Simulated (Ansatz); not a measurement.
AsRu:
```xyz
2
Lattice="3.0575 0.0000 0.0000 0.0000 3.0575 0.0000 0.0000 0.0000 3.0575" Properties=species:S:1:pos:R:3 pbc="T T T"
Ru     0.0000     0.0000     0.0000
As     1.5287     1.5287     1.5287
```

Relaxed with r²SCAN. Special points in fractions of this cell's reciprocal vectors: Γ (0.000, 0.000, 0.000); X (0.000, 0.500, 0.000); M (0.500, 0.500, 0.000); R (0.500, 0.500, 0.500).

### Question
List the band energies nearest the Fermi level at these points for r²SCAN (plane waves, PAW; program Ansatz).

### Answer
In eV from the Fermi level; about four levels below and three above (degenerate sets whole), none deeper than 8.9 eV; points with the same levels are listed once.

```
k                          below                     above
-  -----------------------------  ------------------------
Γ  -4.66 -4.66 -1.21 -1.21 -1.21            0.19 0.19 0.19
X        -3.96 -3.91 -3.91 -1.02            0.35 5.66 5.66
M  -5.75 -5.75 -4.22 -2.46 -2.46            0.13 0.21 2.80
R              -7.62 -7.62 -7.62  0.22 0.22 2.93 2.93 2.93
```

Space group Pm-3m (CsCl type). The cell is a constructed one: a structure type filled with these elements; neither database checked (COD, Materials Project) lists it. Whether it is the stable phase at ambient conditions was not checked. The cell was relaxed with r²SCAN under the symmetry of its start; its stability against distortions is not shown here. No spin polarisation was allowed. Scalar-relativistic: spin–orbit coupling is off unless named, which matters more the heavier the elements.

Potentials: the earlier of the program's two PAW sets.
